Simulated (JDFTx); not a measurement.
System: ZrB2(1 0 -1 1) (P6/mmm bulk; lattice of mp-1472, not re-optimised at this level), 1x1 cell of 10 atoms in 10 planes (B/Zr outermost, slab composition Zr4B6), area 14.22 Å² a face, 6.5 Å between the outermost planes in a cell 22.5 Å high; k mesh 8×8×1, Fermi width 0.01 Ha, no spin polarisation. Whether this polymorph is the ambient one wasn't checked. Neither spin polarisation nor a larger cell was tried.

Level of theory: PBE, GBRV ultrasoft potentials, plane waves to 20/100 Ha; code: a modified build of JDFTx. Vacuum. The outer atoms relax from bulk positions, keeping the cell's symmetry; the lattice is not PBE's own optimum in this code, and that strain can shift the moves by a few hundredths of an ångström. Input:

```
lattice \
  5.9857454643 2.9928727416 0.0000000000 \
  0.0000000000 8.4815578742 0.0000000000 \
  0.0000000000 0.0000000000 42.5188378041
coords-type Lattice
ion B 0.1737202690 0.3546578970 -0.1286619430 1
ion B 0.0492042460 0.6036899430 -0.0643309710 0
ion B 0.4869462350 0.7282059660 -0.0321654860 0
ion B 0.3624302120 0.9772380110 0.0321654860 0
ion B 0.8001722010 0.1017540340 0.0643309710 0
ion B 0.6756561780 0.3507860800 0.1286619430 1
ion Zr 0.4548492750 0.7923998860 -0.1447446860 1
ion Zr 0.7680752400 0.1659479540 -0.0482482290 0
ion Zr 0.0813012060 0.5394960230 0.0482482290 0
ion Zr 0.3945271720 0.9130440910 0.1447446860 1
ion-species pseudo/b_pbe_v1.4.upf
ion-species pseudo/zr_pbe_v1.upf
elec-cutoff 20 100
elec-ex-corr gga-PBE
coulomb-interaction Slab 001
coulomb-truncation-embed 0 0 0
kpoint-folding 8 8 1
elec-smearing Fermi 0.01
lcao-params 10
elec-n-bands 48
electronic-scf nIterations 100 energyDiffThreshold 1e-07
ionic-minimize nIterations 10 energyDiffThreshold 1e-5 knormThreshold 4e-4
dump-name vac.$VAR
dump End State Ecomponents EigStats BandEigs Forces ElecDensity IonicPositions Fillings Kpoints Dtot
```

Problem. How far do the free atoms of the upper face move along the normal, and how much energy is released?

Solution. Zr (atom 10) -0.06 Å, B (atom 6) -0.09 Å (positive: outward). The free energy falls by 0.201 eV per cell, 114 mJ/m².
